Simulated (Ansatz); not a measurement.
TaAl (L1₀ or tetragonal B2, P4/mmm) at seven volumes, PBEsol (plane waves, PAW; program Ansatz), shape and atoms relaxed at each. One row is withheld.

```csv
V (Å³/atom),P (GPa)
14.899,18.77
15.390,11.53
15.881,?
16.372,-0.04
16.863,-4.63
17.355,-8.59
17.846,-12.00
```

Q: Fit the shown pressures and predict the withheld one.

A: Third-order Birch–Murnaghan: P = (3/2)B₀(x^(7/2) − x^(5/2))[1 + (3/4)(B′ − 4)(x − 1)] with x = (V₀/V)^(2/3). Least squares on the six rows gives V₀ = 16.369 Å³/atom, B₀ = 165.2 GPa, B′ = 4.02. At V = 15.881, x = 1.0204 and P = 5.31 GPa. The run itself gave 5.32 GPa.

The start of the workflow was typed in or built on a structure type; neither database checked (COD, Materials Project) lists it. Whether it is the stable phase at ambient conditions was not checked. Symmetry was held in the PBEsol relaxation; whether a distortion lowers the energy is not shown. No spin polarisation was allowed. Spin–orbit coupling is left out wherever it is not named.

Potentials: the earlier of the program's two PAW sets. The files were generated under PBE; for other functionals the program regenerates the frozen cores, and for LDA and PBEsol the local potential too.
